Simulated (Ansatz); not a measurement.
LiCu$_{2}$P$_{2}$:
```xyz
5
Lattice="-1.9288 1.9288 4.7450 1.9288 -1.9288 4.7450 1.9288 1.9288 -4.7450" Properties=species:S:1:pos:R:3 pbc="T T T"
P      0.0000     0.0000     3.6737
P      0.0000     0.0000     5.8162
Cu     0.0000     1.9288     2.3725
Cu     1.9288     0.0000     2.3725
Li     0.0000     0.0000     0.0000
```

This is the r²SCAN-relaxed structure.

### Question
All from the program Ansatz at the r²SCAN level (PAW), unless another level is named. Give the electronic character.

### Answer
metallic (no gap).

### Question
Give the formation energy from the elements (no fitted shifts).

### Answer
-0.38 eV/atom.

### Question
What about the density of states at the Fermi level?

### Answer
0.19 states/eV per atom (mean over ±0.08 eV).

Space group I4/mmm. The workflow started from an entry of the Crystallography Open Database (COD). Its standing as an ambient phase is unchecked. The r²SCAN relaxation kept the symmetry of its start; whether a distortion lowers the energy is not shown. The run is not spin-polarised. The references are the lowest solids computed at this level, not always the standard phases.

Potentials: the later of the program's two PAW sets.
